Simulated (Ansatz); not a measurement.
This run works on a generated trial structure, not on a known crystal.

Input and command of a plane-wave DFT calculation in Ansatz:

```yaml
crystal:
  lattice:
    - [3.69091363, 0.0, 0.0]
    - [0.0, 3.79860369, 0.0]
    - [0.0, 0.0, 6.50964985]
  atoms:
    - { symbol: Si, position: [0.0, 0.0, 0.99171901] }
    - { symbol: Si, position: [0.0, 0.5, 0.50608802] }
    - { symbol: W, position: [0.5, 0.0, 0.331916] }
    - { symbol: C, position: [0.5, 0.5, 0.83596098] }
    - { symbol: C, position: [0.5, 0.5, 0.167725] }
    - { symbol: C, position: [0.5, 0.0, 0.66659099] }
basis:
  ecutwfc: 420
kpoints:
  mp_grid: { grid: [4, 4, 3] }
hamiltonian:
  xc: pbe
scf:
  occupations: { method: gaussian, width: 0.2 }
  lower_state_search: "off"
output:
  forces: true
  stress: true
  eigenvalues: true
relax:
  adjacent_minimum: "off"
  f_tol: 0.08
  max_steps: 16
  cell: { stress_tol: 0.8 }
```

```bash
ansatz run input.yaml --threads 1 --pin off --max-ram 2560MiB --backend cpu --events-out ev --progress --plain --runs-dir out
```

Processor: AMD EPYC (Zen 3), 1 thread, on a host shared with other jobs.

Estimate time, memory and problem size.

About 2.9 min, peak memory 0.41 GiB. It solves 23 bands at 18 k points (after reduction by symmetry) with about 1371 plane waves (on the last cell), in 105 SCF iterations over 17 ionic steps, the closing evaluation included.
